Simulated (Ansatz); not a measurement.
## Zn$_{3}$Cd$_{2}$Se$_{5}$ (I-4m2) at 2 levels of theory

One geometry, relaxed with PBE; plane waves with PAW potentials in Ansatz, scalar-relativistic. No spin polarisation. Gaps are the least over mesh and band path; pressure is positive in compression.

```xyz
10
Lattice="-2.0840 2.0840 14.9051 2.0840 -2.0840 14.9051 2.0840 2.0840 -14.9051" Properties=species:S:1:pos:R:3 pbc="T T T"
Zn    0.0000    0.0000    6.0655
Zn    0.0000    0.0000   23.7448
Zn    0.0000    0.0000    0.0000
Cd    0.0000    0.0000   17.9390
Cd    0.0000    0.0000   11.8713
Se    2.0840    0.0000    7.4526
Se    0.0000    2.0840   10.2157
Se    2.0840    0.0000   13.5277
Se    2.0840    0.0000    1.3774
Se    0.0000    2.0840    4.6895
```

```json
{"level": "PBE", "cutoff (eV)": "420", "k mesh": "10×10×10", "gap (eV)": "0.77", "pressure (GPa)": "0.0"}
```

Q: What comes out on the same cell with r2SCAN?

A:
```tsv
level	cutoff (eV)	k mesh	gap (eV)	pressure (GPa)
r2SCAN	500	10×10×10	1.29	-1.8
```

The cell was found from a structure generator's guess, not taken from experiment.
